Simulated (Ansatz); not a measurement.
Li₂O (anti-fluorite, Fm-3m), plane-wave PAW LDA (Ansatz code), all energies at zero smearing, with the estimated change up to a 700 eV cutoff added, with one set of potentials and settings (totals compare only within such a set). Cell of 3 atoms (1 O, 2 Li): -961.931 eV.

```tsv
element	reference phase	E (eV/atom)
O	C2/m, 4 atoms in the cell, spin-polarised	-552.6518
Li	P6_3/mmc, 2 atoms in the cell	-201.6436
```

Formation energy per atom, worked out: (-961.931 − 1×(-552.6518) − 2×(-201.6436))/3 = -1.997 eV/atom (-193 kJ per mol of atoms), at 0 K, without zero-point energy or fitted corrections.

The LDA relaxation kept the symmetry of its start. The references are the lowest solids computed at this level, not always the standard phases (solids in place of the gases).

Potentials: the later of the program's two PAW sets.
